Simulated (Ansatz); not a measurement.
**What moves the field gradients of WS2 with Sb replacing W?**

Cell of run 1: a supercell of WS2 (space group P6_3/mmc) built from a COD entry (the entry's cell lengths or inner coordinates differ somewhat from later room-temperature determinations), with all atoms left at the host's positions.

Space group P-6m2 (No. 187); a = 6.3600, c = 12.5000 Å, γ = 120.00°.

```
site  Wyckoff  site symmetry       x       y       z
  Sb       1a           -6m2  0.0000  0.0000  0.0000
  W2       3j            mm2  0.0000  0.5000  0.0000
  W5       3k            mm2  0.1667  0.8333  0.5000
  W8       1f           -6m2  0.6667  0.3333  0.5000
  S9       2g            3m.  0.0000  0.0000  0.3750
 S10       6n            .m.  0.0000  0.5000  0.3750
 S13       6n            .m.  0.1667  0.8333  0.8750
 S16       2i            3m.  0.6667  0.3333  0.8750
```

One atom of each set is listed.

Relaxed positions (PBE, cell held):

Sb (0.0000, 0.0000, 0.0000)
W2 (0.0026, 0.5013, 0.0000)
W5 (0.1669, 0.8331, 0.5000)
W8 (0.6667, 0.3333, 0.5000)
S9 (0.0000, 0.0000, 0.3744)
S10 (0.0001, 0.5000, 0.3741)
S13 (0.1757, 0.8243, 0.8702)
S16 (0.6667, 0.3333, 0.8767)

All runs are DFT with Ansatz 0.2.0 (plane waves and PAW, scalar-relativistic unless spin–orbit coupling is named, Γ-centred meshes, Fermi–Dirac smearing where given) in this cell, at cell charge -1.

Run 1: PBE, atoms at the host's positions; 420 eV, 4×4×2 k-points, smearing 0.01 eV.
Run 2: PBE, atoms relaxed; 420 eV, 4×4×2 k-points, smearing 0.01 eV.
Run 3: r2SCAN, at the relaxed atoms; 500 eV, 4×4×2 k-points, smearing 0.01 eV.

Q: What does each run give, and what moves the gradients most?

A: 

```
run   Sb V_zz (η)    W2 V_zz (η)  S13 V_zz (η)
  1  -7.32 (0.00)   15.55 (0.61)  -2.26 (0.48)
  2  -5.00 (0.00)  -13.01 (0.88)  -2.29 (0.18)
  3  -5.30 (0.00)  -13.64 (0.79)  -2.44 (0.08)
```

V_zz in 10²¹ V/m²; 3 of the 8 sets of like atoms are followed. Against run 1, the gradient tensors on these sites move by at most 3.77 in run 2 (W2), 4.42 in run 3 (W2). Taken one at a time, the positions of the atoms (as given or relaxed) move the tensors on these sites by up to 3.77 (largest principal value of the change, on W2), the functional (r2SCAN with its higher cutoff) by 0.65 (W2). On some sites the largest principal value moves to another axis from run to run, and the sign of V_zz can flip with it. On S13 V_xx and V_yy change places between runs (or their axes turn by over 50°), so η hides a larger change.

The defect repeats with the cell of 24 atoms, so it feels its images: sites between two images don't show the values beside a lone defect, and zeros or small values of η there can come from the images' arrangement. S and W carry a gradient in the pure host already, so the values there aren't the defect's effect alone. A uniform background compensates the cell's charge. Without spin–orbit coupling the gradients at and beside W can be off by some per cent, at some sites by more. With these PAW files V_zz is typically within 2 to 3 % of all-electron values, but misses above 10 % occur on Sb. The relaxation keeps the site symmetry -6m2 of the start, so the impurity can't leave its site; a start off the site could end lower. In run 1 the atoms aren't at the calculated equilibrium (largest force 1.5 eV/Å).
